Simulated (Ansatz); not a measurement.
FeBiO$_{3}$:
```cif
data_Bi2Fe2O6
_chemical_formula_sum 'Bi2 Fe2 O6'
_space_group_name_H-M_alt 'P 1'
_space_group_IT_number 1
_cell_length_a 5.72340
_cell_length_b 5.72340
_cell_length_c 5.72340
_cell_angle_alpha 117.489
_cell_angle_beta 100.428
_cell_angle_gamma 110.942
loop_
_space_group_symop_operation_xyz
  'x, y, z'
loop_
_atom_site_label
_atom_site_type_symbol
_atom_site_fract_x
_atom_site_fract_y
_atom_site_fract_z
_atom_site_occupancy
Bi1 Bi 0.88251 0.13251 0.75000 1
Fe1 Fe 0.05606 0.55606 0.50000 1
O1 O 0.21855 0.46855 0.75000 1
O2 O 0.71965 0.45515 0.73550 1
O3 O 0.71965 0.98415 0.26450 1
Bi2 Bi 0.38251 0.13251 0.25000 1
Fe2 Fe 0.55606 0.55606 0.00000 1
O4 O 0.71855 0.46855 0.25000 1
O5 O 0.21965 0.45515 0.23550 1
O6 O 0.21965 0.98415 0.76450 1
```
Starting moments (μB, in the order of the atoms Bi Fe O O O Bi Fe O O O): 0.0 3.7 0.0 -0.2 -0.2 0.0 -3.7 0.0 0.2 0.2.

This is the PBE-relaxed structure.

**Question.** All from PBE in the plane-wave PAW code Ansatz, unless another level is named. Estimate the electron effective mass.

**Answer.** 2.6, 3.4, 8.8 mₑ (principal values).

**Question.** And the smallest direct gap on the standard path?

**Answer.** 1.07 eV.

**Question.** Next, the hole effective mass?

**Answer.** 0.70, 3.2, 5.3 mₑ (principal values).

Space group Amm2. The start of the workflow was typed in or built on a structure type; neither database checked (COD, Materials Project) lists it. It is not the phase usual at ambient conditions (space group No. 161). The PBE relaxation kept the symmetry of its start, as lowered by the spin order; whether a distortion lowers the energy is not shown. The final state is antiferromagnetic, chosen from 5 collinear starts compared on coarse meshes (ties went to the first, and starts can fall back to one state), not a proven ground state. No Hubbard U is applied. Spin–orbit coupling is left out wherever it is not named.

Potentials: the earlier of the program's two PAW sets.
